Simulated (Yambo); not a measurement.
**Convergence of the G0W0 gap of Rb₂LiYF₆**

G0W0@PBEsol for Rb$_{2}$LiYF$_{6}$ (space group Fm-3m, No. 225) in Yambo. Reference settings: 2×2×2 Γ-centred k mesh, bands 2 to 312 and a 8 Ry block in the screening, 312 bands in G with the Bruneval-Gonze terminator, plasmon pole fitted at 27.2 eV. The PBEsol gap Γ → Γ on this mesh is 6.74 eV; G0W0 gaps are taken between the same points.

| change from the reference | G0W0 gap Γ → Γ (eV) | shift of the valence edge (eV) | rough Yambo cost |
|---|---|---|---|
| reference settings | 10.28 | -2.33 | 1 |
| 119 bands in W, 119 bands in G | 10.44 | -2.22 | about 1/3 |
| 119 bands in G | 10.31 | -2.34 | – |
| 202 bands in G | 10.28 | -2.33 | – |
| 202 bands in W, 202 bands in G | 10.31 | -2.29 | within a factor of two |
| 147 bands in W | 10.36 | -2.24 | within a factor of two |
| 1 Ry block | 11.86 | -3.85 | within a factor of two |
| 3 Ry block | 10.46 | -2.63 | within a factor of two |
| 7 Ry block | 10.27 | -2.34 | within a factor of two |
| no random integration | 10.10 | -2.02 | – |
| 119 bands in G, no terminator | 10.05 | -1.80 | – |
| 202 bands in G, no terminator | 10.10 | -2.01 | – |
| no terminator | 10.17 | -2.14 | – |

The reference isn't shown to be the converged limit. Costs are rough (shared machines), scaled to the same edge states, and given only for runs that recompute the screening.

Geometry of the Materials Project entry, not relaxed at this level; primitive cell a = b = c = 6.161 Å, α = β = γ = 60.00°.

The structure is a Materials Project entry; no match was found in the copy of COD used, and its stability was not checked.

A shift is the quasiparticle energy of the state minus its PBEsol energy.
